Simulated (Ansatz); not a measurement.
**KV2I3O13: gradients before and after relaxing the atoms**

Start: a measured structure from the Crystallography Open Database (COD), atoms as given.

Space group Ima2 (No. 46); a = 14.1360, b = 10.2010, c = 8.0638 Å.

| site | Wyckoff | site symmetry | x | y | z |
| --- | --- | --- | --- | --- | --- |
| K | 4b | m.. | 0.7500 | 0.8898 | 0.5263 |
| V | 8c | 1 | 0.1285 | 0.4837 | 0.4839 |
| I7 | 4b | m.. | 0.2500 | 0.7178 | 0.7401 |
| I9 | 8c | 1 | 0.4912 | 0.2446 | 0.7569 |
| O13 | 8c | 1 | 0.1522 | 0.6196 | 0.6550 |
| O17 | 4b | m.. | 0.7500 | 0.1489 | 0.4458 |
| O19 | 8c | 1 | 0.5973 | 0.1564 | 0.8284 |
| O23 | 8c | 1 | 0.4032 | 0.1110 | 0.7814 |
| O27 | 8c | 1 | 0.4616 | 0.3426 | 0.9297 |
| O31 | 8c | 1 | 0.1542 | 0.3589 | 0.6010 |
| O35 | 4b | m.. | 0.7500 | 0.0158 | 0.8985 |
| O37 | 4a | ..2 | 0.0000 | 0.5000 | 0.5430 |

One atom of each set is listed; the run and its k-mesh use a cell of 38 atoms with edges of 9.60, 9.60, 9.60 Å.

All values are calculated (Ansatz; DFT, PBE, plane waves and PAW, scalar-relativistic, 420 eV cutoff, Γ-centred 4×4×4 k-points, Fermi–Dirac smearing 0.02 eV), not measured.

The largest force at the start is 1.6 eV/Å. Relaxing the ions at fixed cell moves them by 0.105 Å at most (atom 28, O) and 0.069 Å rms.

```tsv
site	moved (Å)	first shell before	first shell after	V_zz before (10²¹ V/m²)	η before
K	0.074	8 O at 2.72–3.26 Å; also 2 O at 3.70 Å	8 O at 2.75–3.25 Å	1.71	0.65
V	0.034	5 O at 1.63–1.98 Å; also 1 O at 2.21 Å	5 O at 1.63–1.99 Å; also 1 O at 2.28 Å	6.16	0.10
I7	0.038	3 O at 1.80–1.84 Å	3 O at 1.81–1.89 Å	-54.7	0.43
I9	0.057	3 O at 1.77–1.86 Å	3 O at 1.81–1.91 Å	-55.5	0.36
O13	0.040	1 I at 1.84 Å, 1 V at 1.98 Å, angle 140°	1 I at 1.89 Å, 1 V at 1.99 Å, angle 139°	13.23	0.39
O17	0.029	1 I at 1.80 Å	1 I at 1.81 Å	13.69	0.08
O19	0.098	1 I at 1.84 Å, 1 V at 2.21 Å, angle 137°; also 1 I at 2.61 Å	1 I at 1.86 Å, 1 V at 2.28 Å; also 1 I at 2.54 Å	12.86	0.33
O23	0.036	1 I at 1.86 Å, 1 V at 1.95 Å, angle 127°	1 I at 1.91 Å, 1 V at 1.94 Å, angle 127°	13.13	0.33
O27	0.105	1 I at 1.77 Å	1 I at 1.81 Å	12.65	0.11
O31	0.071	1 V at 1.63 Å	1 V at 1.63 Å	-2.30	0.65
```

Problem. What are V_zz and η after the relaxation?

Solution. 

```tsv
site	V_zz after	η after	change of V_zz
K	1.66	0.46	-0.05
V	5.66	0.59	-0.50
I7	-52.0	0.44	+2.65
I9	-52.4	0.36	+3.11
O13	13.72	0.40	+0.49
O17	14.19	0.13	+0.50
O19	13.25	0.37	+0.39
O23	13.80	0.32	+0.67
O27	13.50	0.06	+0.85
O31	-1.94	0.44	+0.36
```

The largest change of V_zz is on I9, from -55.5 to -52.4. In per cent, |V_zz| changes by -3 on K, -8 on V, -6 to -5 on I, -16 to +7 on O (all sites that start above 0.5). Where |V_zz| stays above 0.1, η moves most on V, from 0.10 to 0.59. The table leaves out 2 of the 12 sites, with |V_zz| up to 5.16; their tensors move by 0.30 at most along any direction. The statements above cover all sites.

Without spin–orbit coupling the gradients at and beside I can be off by some per cent, at some sites by more.
Before: At this cell the principal stresses reach 5 GPa in size with PBE, which can matter for small gradients.
